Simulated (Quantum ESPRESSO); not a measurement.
Kohn-Sham bands of InP (wurtzite)

```xyz
4
Lattice="4.1681 0.0000 0.0000 -2.0841 3.6097 0.0000 0.0000 0.0000 6.8400" Properties=species:S:1:pos:R:3 pbc="T T T"
In    -2.0841     1.2032    -3.4186
In     2.0841    -1.2032     0.0014
P     -2.0841     1.2032    -0.8564
P      2.0841    -1.2032     2.5636
```

Cell from Materials Project (mp-966800), symmetrised, no further relaxation. Not found in the COD (Crystallography Open Database) copy used, which has the formula in other groups; not checked further. Level: PBEsol, no spin polarisation, no spin-orbit coupling; pw.x of Quantum ESPRESSO at 56 Ry with PseudoDojo potentials, 12×12×6 k-points, Wannier90. Density: 12×12×6 mesh, Gaussian smearing 0.01 Ry. Spin-orbit coupling is left out although heavy elements are present.

Question: List the Kohn-Sham levels between −8 and 3.6 eV relative to the valence-band maximum at the high-symmetry points, as a band run of pw.x on that density gives them (levels within 2 meV counted together).

Answer: 
```
point  k (reciprocal lattice)                                               levels (eV)
-----  ----------------------  --------------------------------------------------------
Γ           0.000 0.000 0.000           -5.73, -1.02 (×2), -0.11, 0.00 (×2), 0.56, 1.09
M           0.500 0.000 0.000      -5.78, -4.90, -3.47, -2.31, -1.95, -0.99, 1.75, 2.43
K           0.333 0.333 0.000                -5.26 (×2), -3.87, -2.54 (×2), -2.30, 2.50
A           0.000 0.000 0.500                         -3.51 (×2), -0.56 (×4), 1.67 (×2)
L           0.500 0.000 0.500  -5.70 (×2), -1.80 (×2), -1.74 (×2), 1.66 (×2), 3.21 (×2)
H           0.333 0.333 0.500             -5.67 (×2), -3.22 (×2), -1.44 (×2), 2.43 (×2)
```
